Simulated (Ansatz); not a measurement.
Sn₄Pt:
```
Sn4Pt
1.0
    3.20959    -5.71139     0.00000
    3.20959     5.71139     0.00000
    0.00000     0.00000     6.40467
Sn Pt
8 2
Direct
  0.96013   0.70773   0.16684
  0.03987   0.29227   0.16684
  0.70773   0.96013   0.83316
  0.29227   0.03987   0.83316
  0.53987   0.79227   0.33316
  0.46013   0.20773   0.33316
  0.79227   0.53987   0.66684
  0.20773   0.46013   0.66684
  0.50000   0.50000   0.00000
  0.00000   0.00000   0.50000
```

Relaxed with PBEsol. Special points in fractions of this cell's reciprocal vectors: Γ (0.000, 0.000, 0.000); Y (-0.500, 0.500, 0.000); C0 (-0.329, 0.671, 0.000); Σ0 (0.329, 0.329, 0.000); Z (0.000, 0.000, 0.500); A0 (0.329, 0.329, 0.500); E0 (-0.329, 0.671, 0.500); T (-0.500, 0.500, 0.500); S (0.000, 0.500, 0.000); R (0.000, 0.500, 0.500).

**Question.** List the band energies nearest the Fermi level at these points for PBEsol (plane waves, PAW; program Ansatz).

**Answer.** In eV from the Fermi level; about four levels below and three above (degenerate sets whole), none deeper than 8.9 eV; points with the same levels are listed once.

| k | below | above |
|---|---|---|
| Γ | -2.12 -0.79 -0.57 -0.27 | 0.09 0.27 0.32 |
| Y | -2.07 -1.65 -0.56 -0.28 | 0.01 0.86 1.49 |
| C0 | -2.30 -0.85 -0.51 -0.39 | 0.03 0.45 0.96 |
| Z | -2.43 -2.43 -1.16 -1.16 | 2.68 2.68 2.86 2.86 |
| A0 | -1.89 -1.89 -0.90 -0.90 | 0.02 0.02 0.51 0.51 |
| T | -0.81 -0.81 -0.26 -0.26 | 0.50 0.50 0.92 0.92 |
| S | -1.51 -1.51 -1.03 -1.03 | 1.24 1.24 1.57 1.57 |
| R | -1.12 -1.12 -0.55 -0.55 | 0.47 0.47 1.20 1.20 |

Space group Ccce. The first step of the workflow began from a Materials Project structure, measured or hypothetical; the Crystallography Open Database files this formula in space group No. 68, but the cells were not matched. Whether it is the stable phase at ambient conditions was not checked. Symmetry was held in the PBEsol relaxation; of distortions, only those at the zone centre were tested. The run is not spin-polarised. Scalar-relativistic: spin–orbit coupling is off unless named, which matters more the heavier the elements.

Potentials: the later of the program's two PAW sets.
